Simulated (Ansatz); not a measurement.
PbF2:
```yaml
crystal:
  lattice:
    - [0.00000, 2.97270, 2.97270]
    - [2.97270, 0.00000, 2.97270]
    - [2.97270, 2.97270, 0.00000]
  atoms:
    - { symbol: Pb, position: [0.00000, 0.00000, 0.00000] }
    - { symbol: F, position: [0.25000, 0.25000, 0.25000] }
    - { symbol: F, position: [0.75000, 0.75000, 0.75000] }
```

Plane-wave PAW r²SCAN+D4 (Ansatz code) gives a gap of 4.93 eV without spin–orbit coupling, maximum at W, minimum at X.

What happens when spin–orbit coupling is switched on?

The gap falls by 0.41 eV, to 4.52 eV; maximum at W, minimum at X.

Give the electron effective mass with spin–orbit coupling.

0.58, 0.58, 6.1 mₑ (principal values).

Give the hole effective mass with spin–orbit coupling.

3.2, 5.8, 5.8 mₑ (principal values).

Space group Fm-3m (fluorite). The cell was relaxed with r²SCAN+D4 under the symmetry of its start; phonons on a q-mesh show no instability.

Potentials: the later of the program's two PAW sets.
